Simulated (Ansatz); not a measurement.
# HfW₂ single point

input.yaml (Ansatz 0.2.0)

```yaml
crystal:
  lattice:
    - [0.0, 3.823774, 3.823774]
    - [3.823774, 0.0, 3.823774]
    - [3.823774, 3.823774, 0.0]
  atoms:
    - { symbol: Hf, position: [0.0, 0.0, 0.0] }
    - { symbol: Hf, position: [0.25, 0.25, 0.25] }
    - { symbol: W, position: [0.625, 0.625, 0.625] }
    - { symbol: W, position: [0.125, 0.625, 0.625] }
    - { symbol: W, position: [0.625, 0.625, 0.125] }
    - { symbol: W, position: [0.625, 0.125, 0.625] }
  symmetry: { tolerance: 0.0003 }
kpoints:
  mp_grid: { grid: [8, 8, 8], shift: [0, 0, 0] }
  band_path:
    path:
      - [0.375, 0.375, 0.75]
      - [0.0, 0.0, 0.0]
      - [0.5, 0.5, 0.5]
      - [0.5, 0.25, 0.75]
      - [0.5, 0.0, 0.5]
    npoints: 13
magnetization:
  spin_polarized: false
scf:
  occupations: { method: fermi_dirac, width: 0.1325 }
  lower_state_search: "off"
  max_iter: 200
hamiltonian:
  pseudopotentials: { kind: paw }
  xc: r2scan
basis:
  ecutwfc: 500
  fft_grid_basis: typed
output:
  forces: true
  stress: true
  eigenvalues: true
  bader: true
  populations: true
  elf: true
  write_potential: true
  volumetric_format: npy
  dos:
    e_range: [-12, 8]
    de: 0.05
    projected: { site_lists: { Hf: [Hf], W: [W] } }
checkpoint:
  read: saved_state
```

The run starts from an earlier solution of this cell. 

Parts of the output:

```
Free energy (F): -73056.3379 eV
Harris-Foulkes:  -73056.3379 eV  (|F-HF|=7.57e-10)
Internal energy: -73056.1936 eV  (E = F + TS)
E sigma→0 (E₀):  -73056.2657 eV
Entropy (-TS):   -0.1443 eV (-24.051 meV/atom)
Fermi energy:    20.0185 eV
--- Per-component energies (eV) ---
  E_band       = -416.8149
  E_kinetic    = 2637.4032
  E_local      = -13189.8144  (includes V_loc(G=0)·N_el)
  E_nonlocal   = -2491.3540
  E_hartree    = 5925.2754
  E_xc         = -1558.4510
  E_vxc        = -1619.9002  (∫ρ·V_xc dr)
  E_paw        = -48274.8478  (= ΣΔE_a)
  E_vpaw       = 2314.0060  (= ΣTr[D̂ρ^β])
  E_aug_tail   = -0.0002  (compensation charges beyond the density's cutoff)
  E_vtau       = 82.2906  (kinetic-family band-sum trace: ∫τ·v_τ [+ j·A + Jᵃ·Aᵃ] dr)
  E_ewald      = -16102.6961
  E_core_change = -1.7088  (= ΣΔE_core)
  E_smearing   = -0.1443  (= −TS)
--- Stress (GPa, compression-positive) ---
       -5.3509       0.0000       0.0000
        0.0000      -5.3509       0.0000
        0.0000       0.0000      -5.3509
  P = ⅓ Tr σ = -5.3509 GPa (-53.509 kbar)
--- Löwdin populations: 6 sites ---
  site symbol       q [e]
     0     Hf     25.8094
     1     Hf     25.8094
     2      W     13.9032
     3      W     13.9032
     4      W     13.9032
     5      W     13.9032
  spilling = 0.0071 (of n_electrons = 108.0000)
--- Bader charges: 6 sites ---
  site symbol  charge [e]  shift [e]
     0     Hf      1.5430     0.0000
     1     Hf      1.5430     0.0000
     2      W     -0.7715     0.0000
     3      W     -0.7715     0.0000
     4      W     -0.7715     0.0000
     5      W     -0.7715     0.0000
```

Origin: a database entry at a rescaled volume.
